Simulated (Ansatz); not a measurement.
The start is a relaxed WC cell shaken by Gaussian noise of σ = 0.08 Å a coordinate. The structure is fully relaxed (lattice and positions, P = 0) with r2SCAN (plane waves to 500 eV, PAW, scalar-relativistic; Ansatz, a program for electronic structure). First-step values are on the input's coarse k-mesh.

Ansatz input (later rounds restart from its end on a renewed k-mesh):
Ansatz 0.2 input:
```yaml
crystal:
  lattice:
    - [4.3843448702, 0, 0]
    - [0, 4.3843448702, 0]
    - [0, 0, 4.3843448702]
  atoms:
    - { symbol: W, position: [0.1225445242, 0.1509802303, 0.1404832744] }
    - { symbol: W, position: [0.6437232156, 0.3756690601, 0.8634485985] }
    - { symbol: W, position: [0.88283297, 0.6346495486, 0.361924309] }
    - { symbol: W, position: [0.3742100806, 0.8585270402, 0.667397936] }
    - { symbol: C, position: [0.8320560444, 0.8322123272, 0.8468997504] }
    - { symbol: C, position: [0.3371557351, 0.6294820815, 0.1505477111] }
    - { symbol: C, position: [0.171576686, 0.3452684202, 0.6338607656] }
    - { symbol: C, position: [0.6509374249, 0.1366593148, 0.3599249509] }
basis: { ecutwfc: 500, ecutrho_ratio: 4, xc_grid: 4, fft_grid_basis: typed }
kpoints: { mp_grid: { grid: [5, 5, 5] } }
hamiltonian:
  xc: r2scan
  dispersion: none
  pseudopotentials: { kind: paw }
scf: { occupations: { method: fermi_dirac, width: 0.05 } }
relax: { f_tol: 0.01, max_steps: 100, cell: { stress_tol: 0.02 } }
output: { forces: true, stress: true }
```

```yaml
initial_pressure: "+6 GPa (positive: the cell is compressed)"
energy_released: 0.07 eV/atom
Shortest distances (start → end): "The closest pairs of elements (up to four, under 3.6 Å), start → end: C–W 2.15 → 2.21 Å; W–W 2.56 → 2.69 Å; C–C 2.56 → 2.71 Å"
optimiser_moves: 11
```

It ends as:

Space group P2₁3 (No. 198); a = b = c = 4.384 Å, α = β = γ = 90.00°

| atom | site | symmetry | x | y | z |
|---|---|---|---|---|---|
| W | 4a | .3. | 0.6395 | 0.6395 | 0.6395 |
| C | 4a | .3. | 0.3484 | 0.3484 | 0.3484 |

Final values are on a 11×11×11 k-mesh of the relaxed cell. No spin polarisation in the result.

The relaxed structure here is a generated cell of WC: the first start was made by placing the elements on the sites of a structure type, and the end was not matched to a known phase here, so it may be hypothetical. Known forms of WC include space group No. 187.
